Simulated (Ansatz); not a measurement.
NaCl (rock salt, space group No. 225), r²SCAN (plane waves, PAW; program Ansatz), all energies at zero smearing, with the estimated change up to a 700 eV cutoff added, with one set of potentials and settings (totals compare only within such a set). Cell of 2 atoms (1 Cl, 1 Na): -2576.329 eV.

| element | reference phase | E (eV/atom) |
|---|---|---|
| Cl | Cmce, 4 atoms in the cell | -1083.6259 |
| Na | C2/m, 3 atoms in the cell | -1488.6146 |

Formation energy per atom, worked out: (-2576.329 − 1×(-1083.6259) − 1×(-1488.6146))/2 = -2.044 eV/atom (-197 kJ per mol of atoms), at 0 K, without zero-point energy or fitted corrections.

Space group Fm-3m (rock salt). The r²SCAN relaxation kept the symmetry of its start. The references are the lowest solids computed at this level, not always the standard phases (solids in place of the gases).

Potentials: the later of the program's two PAW sets.
